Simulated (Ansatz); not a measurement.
The relaxed structure here is a generated cell of WC: the first start was made by placing the elements on the sites of a structure type, and the end was not matched to a known phase here, so it may be hypothetical. Known forms of WC include space group No. 187.

A relaxed structure of WC. Calculation: PBE (plane waves to 420 eV, PAW, scalar-relativistic; Ansatz, a quantum-chemistry and plane-wave program).

```xyz
4
Lattice="-1.4419 1.4419 5.0599 1.4419 -1.4419 5.0599 1.4419 1.4419 -5.0599" Properties=species:S:1:pos:R:3 pbc="T T T"
W      0.0000     0.0000    10.1126
W      0.0000     1.4419     2.5227
C      0.0000     0.0000     4.2171
C      1.4419     0.0000     1.6872
```

### Question
Determine the symmetry and give the standard cell with its independent sites.

### Answer
Space group I4₁md (No. 109); a = 2.884 Å, b = 2.884 Å, c = 10.120 Å, α = 90.00°, β = 90.00°, γ = 90.00°

| atom | site | symmetry | x | y | z |
|---|---|---|---|---|---|
| W | 4a | 2mm. | 0.0000 | 0.0000 | 0.7493 |
| C | 4a | 2mm. | 0.0000 | 0.0000 | 0.1667 |

### Question
Give the shortest distances between elements (the closest pairs, up to four, under 3.6 Å).

### Answer
C–W 2.20 Å; W–W 2.88 Å; C–C 2.88 Å.

- Volume per atom: 10.52 Å³
- Density: 15.46 g/cm³
- Band gap: zero (metallic)

No spin polarisation in the result.

The run could not lose the symmetry of its start: the end is stationary, and may be a saddle point rather than a minimum.
